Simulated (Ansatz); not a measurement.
**Os, omega (AlB2-type): geometry optimisation**

All numbers below come from DFT, LDA (PW92), plane waves (420 eV) with PAW, scalar-relativistic (Ansatz). The PAW files were generated under PBE, with cores re-solved for the functional.

k-point mesh 9×9×12, Fermi-Dirac smearing 0.1 eV, no spin polarisation. Cell and atoms relax.

Starting structure:

```yaml
crystal:
  lattice:
    - [4.2920416892, 0.0, 0.0]
    - [-2.1460208446, 3.717017137, 0.0]
    - [0.0, 0.0, 2.6310215555]
  atoms:
    - { symbol: Os, position: [0.0, 0.0, 0.0] }
    - { symbol: Os, position: [0.3333333333, 0.6666666667, 0.5] }
    - { symbol: Os, position: [0.6666666667, 0.3333333333, 0.5] }
hamiltonian:
  xc: lda
  pseudopotentials:
    kind: paw
    azcp:
      Os: "pseudopotentials/Os.paw.azcp"
basis:
  ecutwfc: 420
  fft_grid_basis: typed
kpoints:
  mp_grid: { grid: [9, 9, 12], shift: [0, 0, 0] }
magnetization:
  spin_polarized: false
scf:
  occupations: { method: fermi_dirac, width: 0.1 }
relax:
  max_steps: 60
  f_tol: 0.01
  cell: {}
output:
  write_density: true
  write_potential: true
  elf: true
  volumetric_format: npy
```

Question: What cell does the relaxation end in?

Answer: P6/mmm with a = 4.266 Å, c = 2.679 Å (c/a = 0.628); 14.07 Å³ per atom against 13.99 at the start (0.6 %).

Question: How much energy does the relaxation gain?

Answer: 11.2 meV per atom.

Path of the relaxation (the plane waves are chosen anew near the end, which can shift the energy a little):

```
step  E − E(final) (meV/atom)  V (Å³/atom)  P (GPa)  max force (eV/Å)
   0                    11.17       13.991     1.82             0.000
   1                     0.05       14.084    -0.27             0.000
   2                     0.01       14.074    -0.01             0.000
   3                     0.01       14.073     0.00             0.000
   4                     0.00       14.073     0.00             0.000
```
